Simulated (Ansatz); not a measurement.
An Ansatz input and the part of its output that reports the observables at the nuclei.

The cell is a COD entry, relaxed with PBE at fixed cell and then changed (volume scaled by 0.98, ions relaxed).

```yaml
crystal:
  lattice:
    - [3.9729548958, 0.0, 0.0]
    - [0.0, 3.9729548958, 0.0]
    - [0.0, 0.0, 3.9910327445]
  atoms:
    - { symbol: Ba, position: [0.0, 0.0, -0.0029689668] }
    - { symbol: Ti, position: [0.5, 0.5, 0.4826505826] }
    - { symbol: O, position: [0.5, 0.5, 0.0222697536] }
    - { symbol: O, position: [0.5, 0.0, 0.5130243154] }
    - { symbol: O, position: [0.0, 0.5, 0.5130243154] }
kpoints:
  mp_grid: { grid: [8, 8, 8] }
scf:
  occupations: { method: fermi_dirac, width: 0.02 }
hamiltonian:
  xc: pbe
  pseudopotentials: { kind: paw }
output:
  forces: true
  stress: true
  populations: true
  efg:
    quadrupole_moments_barn: { Ba: 0.236, Ti: 0.247, O: -0.02558 }
    contact_densities: true
relax:
  f_tol: 0.02
  max_steps: 60
```

```sh
ansatz run input.yaml --threads 1 --pin off --max-ram 3072MiB --backend cpu --events-out ev --progress --plain --runs-dir out
```

The run relaxes the ions first, and the block belongs to the relaxed positions.

Of the output, the block on the nuclei alone is shown; the set-up, the SCF iterations, energies, forces and stress are cut. One atom of each set with nearly equal values is shown.

```
--- PAW observables at the nuclei: V_zz in 10²¹ V/m², potentials from the cell's mean, atoms counted from 1 ---
  atom   1  Ba V_zz =    -0.469070   η = 0.0000   by run symmetry: allowed   C_q = -2.6767 MHz
            electrostatic potential = -9628.340937 V   contact ρ = 2065458.132989 e/Å³
  atom   2  Ti V_zz =    +0.051810   η = 0.0000   by run symmetry: allowed   C_q = +0.3094 MHz
            electrostatic potential = -2530.648812 V   contact ρ = 56791.507125 e/Å³
  atom   3  O  V_zz =    +1.721677   η = 0.0000   by run symmetry: allowed   C_q = -1.0649 MHz
            electrostatic potential = -628.335782 V   contact ρ = 2157.558954 e/Å³
  atom   4  O  V_zz =    +2.562634   η = 0.0241   by run symmetry: allowed   C_q = -1.5850 MHz
            electrostatic potential = -628.428833 V   contact ρ = 2157.316286 e/Å³
```

The relaxation (5 steps) took 42 s of wall time (42 s of CPU time) and 0.58 GiB at its peak, on 1 thread of Intel Xeon Platinum 8488C (Sapphire Rapids) (x86_64; 16 cores open to the job, memory cap 3.0 GiB, no GPU), a shared host with a load of 0.4 a core.

Without spin–orbit coupling (the program notes it for Ba) the gradients are little affected as a rule: paired runs on crystals with a gap mostly move them by under 2 % at such atoms. At this changed cell the PBE pressure is 6 GPa.
